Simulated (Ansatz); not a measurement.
# Computed energy against volume: ZnS (wurtzite)

ZnS (wurtzite)

```
ZnS
1.0
    3.84511     0.00000     0.00000
   -1.92255     3.32996     0.00000
    0.00000     0.00000     6.30566
Zn S
2 2
Direct
  0.66667   0.33333   0.99985
  0.33333   0.66667   0.49985
  0.66667   0.33333   0.62535
  0.33333   0.66667   0.12535
```

The volume is varied about the relaxed value V₀ at fixed cell shape. The atoms relax within the cell's symmetry.

Method: PBE (plane waves to 420 eV, PAW, scalar-relativistic; Ansatz, a quantum-chemistry and plane-wave program). k mesh 10×10×5 (Γ-centred), Fermi-Dirac smearing 0.05 eV. E stands for the smeared free energy. Stress and pressure are positive under compression. With the shape held, the modulus is that of even scaling; a crystal free to change shape is softer. ZnS was relaxed with its symmetry unable to fall. The zero of ΔE is the relaxed starting cell.

```tsv
V (Å³/atom)	ΔE (eV/atom)	P (GPa)
18.166	0.0527	9.20
18.570	0.0324	6.94
18.973	0.0175	4.91
19.377	0.0075	3.09
19.781	0.0018	1.46
20.184	0.0000	0.00
20.588	0.0017	-1.31
20.992	0.0065	-2.49
21.396	0.0141	-3.54
21.799	0.0243	-4.49
22.203	0.0366	-5.33
```

Key numbers:

The pressure at the smallest volume is 9.20 GPa and the energy cost of the largest compression is 52.7 meV/atom. The energy cost of the largest expansion is 36.6 meV/atom. The bulk modulus at fixed cell shape B₀ (third-order Birch-Murnaghan fit) is 69.1 GPa and the pressure derivative B₀′ (fit) comes out as 4.4. The equilibrium volume of the fit is 20.18 Å³/atom. The pressure for 5 % compression (fit) is 4.0 GPa.

(Under strain, the slope of the energy per volume gives the stress and its curvature an elastic modulus.)
